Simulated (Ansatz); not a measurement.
## HfSnTe4: relaxed-ion elastic tensor

All numbers below come from Ansatz 0.2.0, DFT PBE, scalar-relativistic, plane waves, PAW. Settings: 420 eV plane-wave cutoff, Γ-centred 12×12×4 mesh, Fermi-Dirac smearing of 0.15 eV. No spin polarisation.

The cell, relaxed at this level:
```yaml
crystal:
  lattice:
    - [4.05576, 0.00000, 0.00000]
    - [-2.02788, 3.51239, 0.00000]
    - [0.00000, 0.00000, 14.47776]
  atoms:
    - { symbol: Hf, position: [0.00000, 0.00000, 0.50000] }
    - { symbol: Sn, position: [0.00000, 0.00000, 0.00000] }
    - { symbol: Te, position: [0.33333, 0.66667, 0.12586] }
    - { symbol: Te, position: [0.33333, 0.66667, 0.62010] }
    - { symbol: Te, position: [0.66667, 0.33333, 0.37990] }
    - { symbol: Te, position: [0.66667, 0.33333, 0.87414] }
```

The cell was found from a structure generator's guess, not taken from experiment. In a metal, frequencies and elastic constants depend on the k mesh and the smearing, soft modes and shear constants most. Spin–orbit coupling is left out, which matters for heavy elements. No dispersion correction is applied, so modes and constants that involve weak contacts between layers, chains or molecules come out too soft.

Problem. Give the relaxed-ion elastic constants (GPa, Voigt order xx yy zz yz xz xy, on the Cartesian axes of the cell above).

Solution.
C11 = 54.3, C12 = 19.8, C13 = 2.8, C14 = -0.6, C22 = 54.3, C23 = 2.8, C24 = 0.6, C33 = 6.5, C44 = 2.1, C55 = 2.1, C56 = -0.6, C66 = 17.3 GPa; the others vanish.

Problem. Is the crystal stable against homogeneous strain?

Solution. Too close to call: the least eigenvalue is 2.1 GPa, within what the k mesh leaves open in a metal.
